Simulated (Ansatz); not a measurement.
An Ansatz (an electronic-structure program) run. Input:

Ansatz 0.2 input:
```yaml
crystal:
  lattice:
    - [0.0, 2.6064312313, 2.6064312313]
    - [2.6064312313, 0.0, 2.6064312313]
    - [2.6064312313, 2.6064312313, 0.0]
  atoms:
    - { symbol: Ca, position: [0.0, 0.0, 0.0] }
    - { symbol: O, position: [0.25, 0.25, 0.25] }
kpoints:
  mp_grid: { grid: [7, 7, 7] }
hamiltonian:
  xc: hse06
  pseudopotentials: { kind: paw }
scf:
  n_extra_bands: 6
  occupations: { method: fixed }
output:
  eigenvalues: true
  eigenstates:
    e_range: [-9.0, 13.6]
    kpoints:
      - [0.25, -0.5, -0.25]  # VBM
      - [0.0, 0.0, 0.0]  # CBM
      - [0.0, 0.0, 0.0]  # GAMMA
      - [0.5, 0.0, 0.5]  # X
      - [0.5, 0.5, 0.5]  # L
      - [0.5, 0.25, 0.75]  # W
      - [0.375, 0.375, 0.75]  # K
      - [0.625, 0.25, 0.625]  # U
```

Output (shortened):

```
Pseudopotential: Ca, paw, valence charge 10
Pseudopotential: O, paw, valence charge 6
Functional definition: HSE06
davidson cushion auto → on  (no smearing: the cushion is to keep the highest requested band from converging to the state above it …
Crystal: 2 atoms, lattice volume = 35.413 Å³
Basis set: ecut = 420 eV, 701 PW (Γ)
Bands: 14, of which v1, the nominal top of the filled ones, is band 8 counted from 1 (7 counted from 0)
Symmetry: 24 space group operations
Space group: F-43m (ITA 216), of the structure as read, at distance tolerance 3.3e-5 Å
k-points: 20 of 343 (time reversal used)
SCF iter   1: F=—  HF=-2387.359934 eV  |F-HF|=—  |Δ(HF+E_count)|=         —  Δρ=1.03e-3  dr2=2.63e-4  ethr=1.77e-3  ⟨swp⟩=2.0  Hψ=2134  notcnv=0
preconditioner: auto → none
SCF iter   2: F=-2387.360381 eV  HF=-2387.360387 eV  |F-HF|=5.89e-6  |Δ(HF+E_count)|=   4.53e-4  Δρ=8.88e-4  dr2=2.26e-4  ethr=1.64e-6  ⟨swp⟩=3.7  Hψ=870  notcnv=0
SCF 1 stopped early in 2 iterations: F = -2387.360381 eV  dr2 = 2.26e-4
Crystal: 2 atoms, lattice volume = 35.413 Å³
Exchange kernel: α = 0.2500, screened, ω = 0.2079 Å⁻¹, Wigner–Seitz truncation, v(0) = 1046.8359 eV·Å³, q-mesh 7×7×7, nearest image of the exchange supercell L …
Frozen-core exchange: fock
SCF iter   1: F=—  HF=-2387.894227 eV  |F-HF|=—  |Δ(HF+E_count)|=         —  Δρ=1.03e-2  dr2=6.47e-2  ethr=1.41e-5  ⟨swp⟩=6.1  Hψ=1289  notcnv=0
preconditioner: auto → none
SCF iter   2: F=—  HF=-2387.882601 eV  |F-HF|=—  |Δ(HF+E_count)|=   1.16e-2  Δρ=1.08e-2  dr2=3.11e-2  ethr=1.41e-5  ⟨swp⟩=4.0  Hψ=1112  notcnv=0
SCF iter   3: F=—  HF=-2387.875945 eV  |F-HF|=—  |Δ(HF+E_count)|=   6.66e-3  Δρ=2.34e-3  dr2=2.15e-3  ethr=1.41e-5  ⟨swp⟩=4.0  Hψ=922  notcnv=0
SCF iter   4: F=—  HF=-2387.881603 eV  |F-HF|=—  |Δ(HF+E_count)|=   5.66e-3  Δρ=8.55e-4  dr2=4.16e-4  ethr=8.20e-6  ⟨swp⟩=3.0  Hψ=824  notcnv=0
iter 5 solved again at ethr=2.45e-8 eV; its pass at ethr=2.32e-6 eV (dr2=3.92e-6 eV) is discarded
SCF iter   5: F=—  HF=-2387.881497 eV  |F-HF|=—  |Δ(HF+E_count)|=   1.05e-4  Δρ=1.27e-4  dr2=7.31e-6  ethr=2.45e-8  ⟨swp⟩=3.1  Hψ=1440  notcnv=0
SCF iter   6: F=-2387.881538 eV  HF=-2387.881539 eV  |F-HF|=4.93e-7  |Δ(HF+E_count)|=   4.13e-5  Δρ=9.27e-5  dr2=1.59e-6  ethr=2.45e-8  ⟨swp⟩=4.0  Hψ=957  notcnv=0  defer=1
SCF 2 stopped early in 6 iterations: F = -2387.881538 eV  dr2 = 1.59e-6
hybrid outer 1: dexx = +6.555e-3 eV, tail = 1.36e-5 eV
Crystal: 2 atoms, lattice volume = 35.413 Å³
Exchange kernel: α = 0.2500, screened, ω = 0.2079 Å⁻¹, Wigner–Seitz truncation, v(0) = 1046.8359 eV·Å³, q-mesh 7×7×7, nearest image of the exchange supercell L …
Frozen-core exchange: fock
SCF iter   1: F=—  HF=-2387.881539 eV  |F-HF|=—  |Δ(HF+E_count)|=         —  Δρ=6.39e-5  dr2=9.18e-7  ethr=4.25e-7  ⟨swp⟩=3.0  Hψ=722  notcnv=0
preconditioner: auto → none
iter 2 solved again at ethr=1.79e-10 eV; its pass at ethr=5.45e-9 eV (dr2=2.87e-8 eV) is discarded
SCF iter   2: F=-2387.881539 eV  HF=-2387.881539 eV  |F-HF|=1.07e-8  |Δ(HF+E_count)|=   2.28e-8  Δρ=1.84e-5  dr2=3.99e-8  ethr=1.79e-10  ⟨swp⟩=2.5  Hψ=1499  notcnv=0
SCF 3 converged in 2 iterations: F = -2387.881539 eV  dr2 = 3.99e-8
hybrid outer 2: dexx = +1.474e-7 eV, tail = 9.42e-8 eV, Δε = 2.59e-3 eV (about 2.74e-4 eV left of the loop's levels)
NSCF: frozen V_eff on 8 k-points
hybrid SCF converged: 2 outer / 8 inner (+2 warm-up), last move |dexx| = 1.47e-7 eV, tail = 9.42e-8 eV
Stability not checked (fock_operator)
Free energy (F): -2387.881539 eV
Frozen-core exchange: fock
Harris-Foulkes:  -2387.881539 eV  (|F-HF|=1.07e-8)
Internal energy: -2387.881539 eV  (E = F + TS)
E sigma→0 (E₀):  -2387.881539 eV
Fermi energy:    3.575139 eV
--- Per-component energies (eV) ---
  E_band       = -172.573398
  E_kinetic    = 457.007698
  E_local      = -1122.010600  (includes V_loc(G=0)·N_el)
  E_nonlocal   = 110.168346
  E_hartree    = 391.373983
  E_xc         = -170.330251
  E_vxc        = -212.509759  (∫ρ·V_xc dr)
  E_exx        = -48.224392  (= α·E_x^exact, valence–valence)
  E_paw        = -1011.563836  (= ΣΔE_a)
  E_vpaw       = -91.527888  (= ΣTr[D̂ρ^β])
  E_aug_tail   = 0.002384  (compensation charges beyond the density's cutoff)
  E_ewald      = -994.125986
  E_core_change = -0.178885  (= ΣΔE_core)
  E_smearing   =  0.000000  (= −TS)
  E_closure    = 0.000000  (closes the sum)
  Σ components = -2387.881539   (vs F -2387.881539, Δ=4.55e-13)
  [band-id]    e_kinetic+e_local+e_nonlocal+2·e_hartree+e_vxc+2·e_exx+e_vpaw+e_augmentation_tail = -172.570638   (vs E_band -172.573398, Δ=2.76e-3)
--- Band table (eV; the first three rows and the last of 20) ---
  k-point 0: bands = ["-36.0733", "-15.5380", "-15.5380", "-15.5380", "-12.6102", "2.9920", "2.9920", "2.9920", "8.3395", "13.7190", "13.7190", "15.4094", "15.4094", "15.4094"]
  k-point 1: bands = ["-36.0644", "-15.7279", "-15.5493", "-15.5493", "-12.4231", "2.7903", "3.0479", "3.0479", "9.0405", "13.4573", "13.4573", "15.0719", "15.6550", "15.6550"]
  k-point 2: bands = ["-36.0444", "-16.0865", "-15.5744", "-15.5744", "-12.0803", "2.5682", "3.1643", "3.1643", "10.4036", "13.2796", "13.2796", "14.4012", "15.6989", "15.6989"]
  k-point 19: bands = ["-36.0116", "-16.3850", "-15.7747", "-15.6750", "-11.5982", "2.6963", "3.0740", "3.5639", "10.2699", "11.9854", "14.1011", "15.2552", "15.8192", "17.6912"]
```

Cost: very roughly 120 core-seconds on shared cores.

The points marked VBM and CBM come from a semilocal run.

The start of the workflow was typed in or built on a structure type; neither database checked (COD, Materials Project) lists it. It is not the phase usual at ambient conditions (space group No. 225). Symmetry was held in the r²SCAN relaxation; whether a distortion lowers the energy is not shown.

Potentials: the later of the program's two PAW sets.

Ansatz is a plane-wave DFT program.
